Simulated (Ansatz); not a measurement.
A relaxed cell of Be3Zn2Se5 is given with its symmetry left out. The cell was found from a structure generator's guess, not taken from experiment.

All numbers below come from DFT PBE, scalar-relativistic, plane waves, PAW in Ansatz. Cutoff 420 eV, Γ-centred mesh, Gaussian smearing, no spin polarisation.

```
CELL_PARAMETERS angstrom
-1.89968 1.89968 13.65552
1.89968 -1.89968 13.65552
1.89968 1.89968 -13.65552
ATOMIC_POSITIONS crystal
Be 0.00000 0.00000 0.00000
Be 0.59212 0.59212 0.00000
Be 0.40788 0.40788 0.00000
Zn 0.19397 0.19397 0.00000
Zn 0.80603 0.80603 0.00000
Se 0.63742 0.13742 0.50000
Se 0.25000 0.75000 0.50000
Se 0.86258 0.36258 0.50000
Se 0.45400 0.95400 0.50000
Se 0.04600 0.54600 0.50000
```

The zero of energy is the elements' standard structures at the same level; no fitted shifts are applied.

**Question.** Find its symmetry and describe it.

**Answer.** I-4m2 (No. 119), with Be and Zn ordered on zinc blende sites. Conventional cell: a = 3.799 Å, c = 27.311 Å. Be on a site of symmetry -4m2 has 4 Se at 2.28 Å; Be on a site of symmetry 2mm is surrounded by 4 Se at 2.27–2.28 Å; Zn is surrounded by 4 Se at 2.44–2.45 Å; Se on a site of symmetry 2mm has 2 Be at 2.27 Å and 2 Zn at 2.45 Å; 2 more sites not described.

**Question.** What is its formation energy per atom?

**Answer.** −0.733 eV/atom. A negative formation energy is needed for stability but isn't enough: competing phases decide.

**Question.** Is it a metal?

**Answer.** No, the gap on the 10×10×10 mesh is 2.36 eV.

The last run used a 10×10×10 mesh for its 10-atom cell and Gaussian smearing of 0.02 eV. Kohn–Sham gaps at this level usually fall short of measured ones. The reference form of Se is held partly by dispersion forces, which this level lacks. A structure relaxed within its symmetry needn't be a true minimum.
